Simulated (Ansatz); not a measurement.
TaAs:
Space group I4₁md (No. 109); a = b = 3.442 Å, c = 11.715 Å, α = β = γ = 90.00°

```tsv
atom	site	symmetry	x	y	z
Ta	4a	2mm.	0.0000	0.0000	0.7493
As	4a	2mm.	0.0000	0.0000	0.1667
```
(The calculation used a cell of 4 atoms; values per cell refer to that cell.)

Relaxed at zero pressure with r²SCAN in the plane-wave PAW code Ansatz.

Task: The volume is lowered by 6 % and shape and atoms relax at that volume. What pressure results, and how do the axes share the change?

Result: 13.1 GPa; a -1.7 %, b -1.7 %, c -2.8 %; the energy rises by 40 meV/atom.

Task: Give the new structure.

Result: 
Space group I4₁md (No. 109); a = b = 3.384 Å, c = 11.391 Å, α = β = γ = 90.00°

```json
[
 {"atom": "Ta", "site": "4a", "symmetry": "2mm.", "x": "0.0000", "y": "0.0000", "z": "0.7489"},
 {"atom": "As", "site": "4a", "symmetry": "2mm.", "x": "0.0000", "y": "0.0000", "z": "0.1671"}
]
```

The phase is kept; no other phase was compared at this pressure.

Space group I4_1md. The r²SCAN relaxation kept the symmetry of its start. No spin polarisation was allowed. Scalar-relativistic: spin–orbit coupling is off unless named, which matters more the heavier the elements.

Potentials: the later of the program's two PAW sets.
